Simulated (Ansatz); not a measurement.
GaSb (zinc blende)

```cif
data_Ga4Sb4
_chemical_formula_sum 'Sb4 Ga4'
_space_group_name_H-M_alt 'F-43m'
_space_group_IT_number 216
_space_group_name_Hall 'F -4 2 3'
_cell_length_a 6.13353
_cell_length_b 6.13353
_cell_length_c 6.13353
_cell_angle_alpha 90.000
_cell_angle_beta 90.000
_cell_angle_gamma 90.000
loop_
_atom_site_label
_atom_site_type_symbol
_atom_site_symmetry_multiplicity
_atom_site_Wyckoff_symbol
_atom_site_fract_x
_atom_site_fract_y
_atom_site_fract_z
_atom_site_occupancy
Sb1 Sb 4 c 0.25000 0.25000 0.25000 1
Ga1 Ga 4 a 0.00000 0.00000 0.00000 1
```
(The calculation used a cell of 2 atoms; values per cell refer to that cell.)

The relaxed cell is deformed in two ways at once: its volume V is scaled, and at that volume it is stretched along z (the c axis of the conventional cell) so that c/a changes. Fractional atomic positions are held.

Computed with r2SCAN (plane waves to 500 eV, PAW, scalar-relativistic; Ansatz, a quantum-chemistry and plane-wave program). k mesh 13×13×13 (Γ-centred), Fermi-Dirac smearing 0.05 eV. The energy includes the smearing's −TS. Stress and pressure are positive under compression. GaSb was relaxed with its symmetry unable to fall. Spin-orbit coupling is left out, though Sb is heavy. The PAW data are Ansatz's earlier set. The zero of ΔE is the relaxed starting cell.

ΔE (meV/atom), with V/V₀ across and (c/a)/(c/a)₀ down:

| (c/a)/(c/a)₀ \ V/V₀ | 0.920 | 0.960 | 1.000 | 1.040 | 1.080 |
|---|---|---|---|---|---|
| 0.880 | 73.2 | 47.6 | 40.8 | 48.9 | 68.8 |
| 0.940 | 45.6 | 18.5 | 10.5 | 17.7 | 37.1 |
| 1.000 | 35.9 | 8.3 | 0.0 | 7.1 | 26.3 |
| 1.060 | 46.2 | 18.8 | 10.8 | 17.9 | 37.2 |
| 1.120 | 77.5 | 50.8 | 43.1 | 50.4 | 69.7 |

σxx (GPa), with V/V₀ across and (c/a)/(c/a)₀ down:

| (c/a)/(c/a)₀ \ V/V₀ | 0.920 | 0.960 | 1.000 | 1.040 | 1.080 |
|---|---|---|---|---|---|
| 0.880 | 3.51 | 0.55 | -1.78 | -3.61 | -5.04 |
| 0.940 | 4.42 | 1.43 | -0.94 | -2.80 | -4.27 |
| 1.000 | 5.39 | 2.39 | 0.00 | -1.89 | -3.39 |
| 1.060 | 6.45 | 3.44 | 1.04 | -0.87 | -2.41 |
| 1.120 | 7.60 | 4.59 | 2.18 | 0.24 | -1.33 |

Summary:

```
Item                                                                                                Value
-----------------------------------------------------  --------------------------------------------------
Shear modulus C′ = (C11 − C12)/2 (fit, atoms clamped)                                              25 GPa
Lowest place on the grid                                V/V₀ = 1.000, (c/a)/(c/a)₀ = 1.000 (0.0 meV/atom)
Highest place on the grid                              V/V₀ = 0.920, (c/a)/(c/a)₀ = 1.120 (77.5 meV/atom)
```

(A scan under strain: stresses follow from slopes of the energy per volume, elastic moduli from its curvatures.)
